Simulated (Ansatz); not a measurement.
Steps from a short run of molecular dynamics on a 2×2×1 supercell (12 atoms) of PtS2 (CdI2 type), relaxed with r2SCAN+rVV10; forces from PBEsol in Ansatz 0.2.0, 3×3×4 mesh, Fermi-Dirac smearing of 0.086 eV, constant energy and volume (NVE), started at 1000 K. Spin polarisation is off, nuclei are classical, and the run is far too short for thermal averages.

Cell vectors in Å:
```
 7.1053  0.0000  0.0000
-3.5526  6.1534  0.0000
 0.0000  0.0000  5.1227
```

Problem. At 114 fs the positions in Å are
```
Pt   0.043  -0.027  -0.006
S    0.042   2.065   1.195
S    1.821   1.071   3.803
Pt  -1.769   3.067   0.048
S   -1.803   5.121   1.384
S    0.001   4.079   4.018
Pt   3.552   0.024  -0.016
S    3.480   1.991   1.142
S    5.293   1.098   3.867
Pt   1.724   3.088  -0.047
S    1.829   5.059   1.239
S    3.568   4.138   3.968
```
What are the forces, and how far does the free energy (smearing included) lie above that of step 0, with the atoms on their sites?

Solution. 45.5 meV an atom; forces in eV/Å:
```
Pt  -0.470   1.053   0.309
S   -0.407  -0.652   0.158
S   -0.491  -0.611   0.754
Pt  -0.649   0.265   0.324
S    0.396   0.096  -1.414
S   -0.817   0.816  -1.176
Pt  -0.019  -0.921   0.277
S    0.422   0.855   0.548
S    0.553  -0.670   0.421
Pt   1.771  -0.524   0.597
S   -0.418   0.844  -0.302
S    0.130  -0.549  -0.496
```
